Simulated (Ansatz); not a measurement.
Data:

Starting cell, AlFe (CsCl type):

```xyz
2
Lattice="2.8454 0.0000 0.0000 0.0000 2.8454 0.0000 0.0000 0.0000 2.8454" Properties=species:S:1:pos:R:3 pbc="T T T"
Al     0.0000     0.0000     0.0000
Fe     1.4227     1.4227     1.4227
```

In this cell atom 2 (Fe, nearest neighbour Al at 2.464 Å; its periodic images, 2.8 Å or more away, move with it) is moved by s along Cartesian z, unit vector (0.000, 0.000, 1.000); all other atoms and the cell stay fixed.

These are PBEsol (plane waves to 420 eV, PAW, scalar-relativistic; Ansatz, a first-principles code) values and carry that method's errors. k mesh 13×13×13 (Γ-centred), Fermi-Dirac smearing 0.05 eV. Energies are smeared free energies. With partly filled bands, energies and forces of such displacements shift with the k mesh and the smearing. AlFe was relaxed with its symmetry unable to fall. Relaxed AlFe ends ferromagnetic. Other magnetic orders were not checked, so this need not be the ground state. ΔE is measured from the undisplaced structure.

The scan covers s from -0.490 to 0.490 Å in 11 points.

### Question
Is the energy the same for equal positive and negative displacements?

### Answer
Even: the same for both signs. With its periodic images moving along, the atom's site symmetry in this cell is m-3m.

### Question
What is the force constant k = d²E/ds² of this move at s = 0?

### Answer
8.61 eV/Å².

### Question
With two atoms in the cell this is the zone-centre optical mode. What wavenumber follows?

### Answer
359 cm⁻¹.

(A displaced cell: forces are minus the slopes of the energy, force constants its curvatures, and phonons follow from these.)
